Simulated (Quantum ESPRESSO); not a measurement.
# Al2CuW2In2Ti: input and log of a self-consistent run

A calculation, not a measurement. The program is pw.x of Quantum ESPRESSO 7.5 (plane-wave density functional theory). The cell is made up: eight metal atoms on a face-centred cubic lattice, with elements, volume, strain and displacements drawn at random and not relaxed, so it may be unstable or far from any real phase. PseudoDojo standard norm-conserving files set the functional (PBE unless stated); there is no spin polarisation or spin-orbit coupling, the Fermi-Dirac width of 0.25 eV means electrons at about 2900 K, and the masses in the input are unused placeholders. The copper pseudopotential is less sure than most, with forces differing by about three percent and pressure by about two GPa from a second method on plain copper. Heavy elements are run without spin-orbit coupling, which real alloys of them have. A spin test at this wide smearing found no moment, but such smearing suppresses magnetism that the real alloy may have.

Input:

```
&control calculation='scf', pseudo_dir='./dojo.nc.sr.pbe.v0_5.standard.upf', outdir='./o', disk_io='minimal', tprnfor=.true., tstress=.true. /
&system ibrav=0, nat=8, ntyp=5, nbnd=58, ecutwfc=92.02030273, nosym=.true., tot_charge=0,
 occupations='smearing', smearing='fd', degauss=0.0183746611
/
&electrons conv_thr=1.470e-08, electron_maxstep=70, mixing_beta=0.5 /
ATOMIC_SPECIES
Al 1.0 Al.upf
Cu 1.0 Cu.upf
In 1.0 In.upf
Ti 1.0 Ti.upf
W 1.0 W.upf
CELL_PARAMETERS angstrom
0.0273 -1.9386 -1.9499
-3.9552 2.0174 -1.974
5.8747 5.8591 -4.025
ATOMIC_POSITIONS angstrom
Al 0.0442 0.0231 0.0365
Cu -0.0377 2.0582 -2.0145
W 0.1243 3.9149 -3.9172
Al 3.9503 3.8897 -4.0482
W -1.7735 0.0568 -1.9381
In -1.8047 1.9759 -3.8503
Ti 1.9541 1.9777 -4.0551
In 2.0307 3.9822 -5.9581
K_POINTS automatic
8 5 3 1 1 1
```

The log is shortened where brackets say so; the opening notice, blank lines, dates and the lines on written files are dropped, and the path of the files is cut. It prints rydbergs, bohrs and kilobars, and counts compression as positive stress. Its total energy is the free energy E - TS of the whole cell.

```
     Program PWSCF v.7.5
     Parallel version (MPI & OpenMP), running on       4 processor cores
     Number of MPI processes:                 4
     Threads/MPI process:                     1
     [start-up lines left out]
     bravais-lattice index     =            0
     lattice parameter (alat)  =       5.1962  a.u.
     unit-cell volume          =     821.4986 (a.u.)^3
     number of atoms/cell      =            8
     number of atomic types    =            5
     number of electrons       =        91.00
     number of Kohn-Sham states=           58
     kinetic-energy cutoff     =      92.0203  Ry
     charge density cutoff     =     368.0812  Ry
     scf convergence threshold =      1.5E-08
     mixing beta               =       0.5000
     number of iterations used =            8  plain     mixing
     Exchange-correlation= PBE
                           (   1   4   3   4   0   0   0)
     [axes and pseudopotential details left out]
   Cartesian axes
     site n.     atom                  positions (alat units)
         1        Al     tau(   1) = (   0.0160743   0.0084008   0.0132740  )
         2        Cu     tau(   2) = (  -0.0137104   0.7485093  -0.7326169  )
         3        W      tau(   3) = (   0.0452044   1.4237388  -1.4245753  )
         4        Al     tau(   4) = (   1.4366128   1.4145743  -1.4722163  )
         5        W      tau(   5) = (  -0.6449720   0.0206566  -0.7048324  )
         6        In     tau(   6) = (  -0.6563185   0.7185792  -1.4002456  )
         7        Ti     tau(   7) = (   0.7106511   0.7192338  -1.4747256  )
         8        In     tau(   8) = (   0.7385084   1.4482139  -2.1667931  )
     number of k points=    60  Fermi-Dirac smearing, width (Ry)=  0.0184
                       cart. coord. in units 2pi/alat
        k(    1) = (  -0.0093507   0.0160173  -0.1041924), wk =   0.0333333
        k(    2) = (  -0.1262145  -0.1009309   0.0104420), wk =   0.0333333
     [further k points left out]
     Dense  grid:    97901 G-vectors     FFT dimensions: (  32,  60, 108)
     Estimated max dynamical RAM per process >     335.04 MB
     Estimated total dynamical RAM >       1.24 GB
     Initial potential from superposition of free atoms
     starting charge      90.9844, renormalised to      91.0000
     Starting wfcs are   66 randomized atomic wfcs
     total cpu time spent up to now is        7.0 secs
     per-process dynamical memory:   263.3 Mb
     Self-consistent Calculation
     iteration #  1     ecut=    92.02 Ry     beta= 0.50
     Davidson diagonalization with overlap
     ethr =  1.00E-02,  avg # of iterations =  3.4
     total cpu time spent up to now is       23.1 secs
     total energy              =   -1065.43119469 Ry
     estimated scf accuracy    <      15.63420477 Ry
     iteration #  2     ecut=    92.02 Ry     beta= 0.50
     Davidson diagonalization with overlap
     ethr =  1.00E-02,  avg # of iterations =  4.3
     total cpu time spent up to now is       42.7 secs
     total energy              =   -1065.62456738 Ry
     estimated scf accuracy    <     145.88693592 Ry
     iteration #  3     ecut=    92.02 Ry     beta= 0.50
     Davidson diagonalization with overlap
     ethr =  1.00E-02,  avg # of iterations =  5.1
     total cpu time spent up to now is       61.9 secs
     total energy              =   -1074.53767639 Ry
     estimated scf accuracy    <      27.92945966 Ry
     iteration #  4     ecut=    92.02 Ry     beta= 0.50
     Davidson diagonalization with overlap
     ethr =  1.00E-02,  avg # of iterations =  2.1
     total cpu time spent up to now is       75.5 secs
     total energy              =   -1076.01657143 Ry
     estimated scf accuracy    <      17.63330114 Ry
     iteration #  5     ecut=    92.02 Ry     beta= 0.50
     Davidson diagonalization with overlap
     ethr =  1.00E-02,  avg # of iterations =  1.7
     total cpu time spent up to now is       88.2 secs
     total energy              =   -1076.36005744 Ry
     estimated scf accuracy    <       3.59103466 Ry
     [iterations 6 to 14 left out]
     iteration # 15     ecut=    92.02 Ry     beta= 0.50
     Davidson diagonalization with overlap
     ethr =  2.00E-07,  avg # of iterations =  1.1
     total cpu time spent up to now is      249.0 secs
     total energy              =   -1076.19074006 Ry
     estimated scf accuracy    <       0.00001217 Ry
     iteration # 16     ecut=    92.02 Ry     beta= 0.50
     Davidson diagonalization with overlap
     ethr =  1.34E-08,  avg # of iterations =  3.4
     total cpu time spent up to now is      263.2 secs
     total energy              =   -1076.19074096 Ry
     estimated scf accuracy    <       0.00000258 Ry
     iteration # 17     ecut=    92.02 Ry     beta= 0.50
     Davidson diagonalization with overlap
     ethr =  2.84E-09,  avg # of iterations =  3.0
     total cpu time spent up to now is      277.1 secs
     total energy              =   -1076.19074132 Ry
     estimated scf accuracy    <       0.00000031 Ry
     iteration # 18     ecut=    92.02 Ry     beta= 0.50
     Davidson diagonalization with overlap
     ethr =  3.41E-10,  avg # of iterations =  4.0
     total cpu time spent up to now is      292.0 secs
     total energy              =   -1076.19074138 Ry
     estimated scf accuracy    <       0.00000002 Ry
     iteration # 19     ecut=    92.02 Ry     beta= 0.50
     Davidson diagonalization with overlap
     ethr =  2.16E-11,  avg # of iterations =  3.9
     total cpu time spent up to now is      309.1 secs
     End of self-consistent calculation
     [lines on levels left out]
!    total energy              =   -1076.19074138 Ry
     estimated scf accuracy    <          3.4E-09 Ry
     smearing contrib. (-TS)   =      -0.07719941 Ry
     internal energy E=F+TS    =   -1076.11354198 Ry
     The total energy is F=E-TS. E is the sum of the following terms:
     one-electron contribution =    -579.36469386 Ry
     hartree contribution      =     348.96541716 Ry
     xc contribution           =    -215.71856622 Ry
     ewald contribution        =    -629.99569906 Ry
     convergence has been achieved in  19 iterations
     Forces acting on atoms (cartesian axes, Ry/au):
     atom    1 type  1   force =     0.00599234    0.00320359   -0.00590419
     atom    2 type  2   force =     0.05541979   -0.02839741    0.02876341
     atom    3 type  5   force =    -0.03630409    0.04332251   -0.04967312
     atom    4 type  1   force =    -0.00550460   -0.00234598    0.01416411
     atom    5 type  5   force =    -0.01456079   -0.02598640    0.02310506
     atom    6 type  3   force =    -0.05140473    0.03725678   -0.04834434
     atom    7 type  4   force =     0.03343008   -0.04436801    0.05803583
     atom    8 type  3   force =     0.01293200    0.01731491   -0.02014676
     Total force =     0.160626     Total SCF correction =     0.000290
     Computing stress (Cartesian axis) and pressure
          total   stress  (Ry/bohr**3)                   (kbar)     P=      230.74
   0.00151645   0.00028298  -0.00008071          223.08       41.63      -11.87
   0.00028298   0.00162858   0.00022243           41.63      239.57       32.72
  -0.00008071   0.00022243   0.00156049          -11.87       32.72      229.56
     init_run     :      6.51s CPU      6.72s WALL (       1 calls)
     electrons    :    301.42s CPU    302.18s WALL (       1 calls)
     forces       :      2.79s CPU      2.81s WALL (       1 calls)
     stress       :      8.67s CPU      8.86s WALL (       1 calls)
     [timing details left out]
     PWSCF        :   5m19.63s CPU   5m20.88s WALL
     JOB DONE.
```

In other units: free energy -14642.321 eV for the cell, pressure 23.07 GPa, largest force component 1.492 eV/Å in size. The run took 323 s of wall time with four MPI processes on a shared machine (Intel Xeon, 2023 or later, virtual cores), so the time is rough. A rerun of this cell at a higher cutoff and on a denser mesh moved values by no more than 0.023 eV in energy, 0.13 GPa in stress and 0.009 eV/Å in force, and a second program with other atomic files agreed on that cell to 2 % rms in force and 0.5 GPa in pressure.